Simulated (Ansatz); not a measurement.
LaAsRh squeezed and stretched

A database entry relaxed whole under r2SCAN (I4_1md):

```
CELL_PARAMETERS angstrom
-2.10401 2.10401 7.46698
2.10401 -2.10401 7.46698
2.10401 2.10401 -7.46698
ATOMIC_POSITIONS crystal
La 0.58077 0.58077 0.00000
La 0.33077 0.83077 0.50000
As 0.99990 0.99990 0.00000
As 0.74990 0.24990 0.50000
Rh 0.16524 0.16524 0.00000
Rh 0.91524 0.41524 0.50000
```

The cell was scaled uniformly, its shape held, and the atoms relaxed at each volume with plane-wave PAW DFT (Ansatz 0.2.0; r2SCAN, 500 eV, 10×10×10 Γ-centred mesh, fermi-dirac occupations of width 0.100 eV; no spin, no spin-orbit coupling). One row is withheld.

| volume (Å³/atom) | energy over the lowest (meV/atom) | pressure (GPa) |
| --- | --- | --- |
| 20.715 | 31.2 | 8.11 |
| 21.155 | 13.3 | 5.10 |
| 21.596 | ? | ? |
| 22.037 | 0.0 | -0.01 |
| 22.478 | 3.2 | -2.17 |
| 22.918 | 12.0 | -4.10 |
| 23.359 | 25.9 | -5.84 |

Task: Fit the pressures of the other rows to the third-order Birch-Murnaghan form.

Result: With f = [(V₀/V)^(2/3) − 1]/2 and P = 3B₀f(1 + 2f)^(5/2)[1 + 3(B₀′ − 4)f/2], least squares gives V₀ = 22.04 Å³ an atom, B₀ = 114 GPa and B₀′ = 4.5; the rows miss the fit by less than 0.01 GPa. The slope of the energies differs from these pressures by 0.06 GPa, since they are taken to zero smearing while pressures follow the free energy.

Task: What does the withheld row hold?

Result: The fit gives 2.41 GPa at 21.596 Å³; the run gave 2.41 GPa and 3.1 meV an atom.

Caveats: the shape of the cell was held, so B₀ is an upper bound where the axes differ in stiffness; 0 K, fixed nuclei; the symmetry was kept, and this need not be the phase that is stable at 0 K; one mesh for all volumes; pressure is positive in compression.
